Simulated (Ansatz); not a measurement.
ZrCu in space group Cm (No. 8; Pearson symbol mS16) under volume change, plane-wave PAW r²SCAN (Ansatz code), shape and atoms relaxed at each volume.

```
V (Å³/atom)  E − E(relaxed) (meV/atom)  P (GPa)
-----------  -------------------------  -------
15.805                            63.5    14.04
16.326                            26.8     8.67
16.847                             6.4     4.02
17.368                             0.0     0.00
17.889                             ___      ___
18.410                             ___      ___
18.931                            47.2    -9.01
```

Q: What belongs in the gaps?

A: 
- 17.889, E − E(relaxed) (meV/atom): 5.8
- 17.889, P (GPa): -3.46
- 18.410, E − E(relaxed) (meV/atom): 22.0
- 18.410, P (GPa): -6.45

Q: What does a third-order Birch–Murnaghan fit give for V₀, B₀ and B′?

A: V₀ = 17.37 Å³/atom, B₀ = 124 GPa, B′ = 3.9.

The workflow started from a Materials Project entry (that database holds measured and hypothetical structures alike); the Crystallography Open Database copy checked does not list it. Its standing as an ambient phase is unchecked. The cell was relaxed with r²SCAN under the symmetry of its start; whether a distortion lowers the energy is not shown. The run is not spin-polarised. Scalar-relativistic: spin–orbit coupling is off unless named, which matters more the heavier the elements.

Potentials: the earlier of the program's two PAW sets. The files were generated under PBE; for other functionals the program regenerates the frozen cores, and for LDA and PBEsol the local potential too.
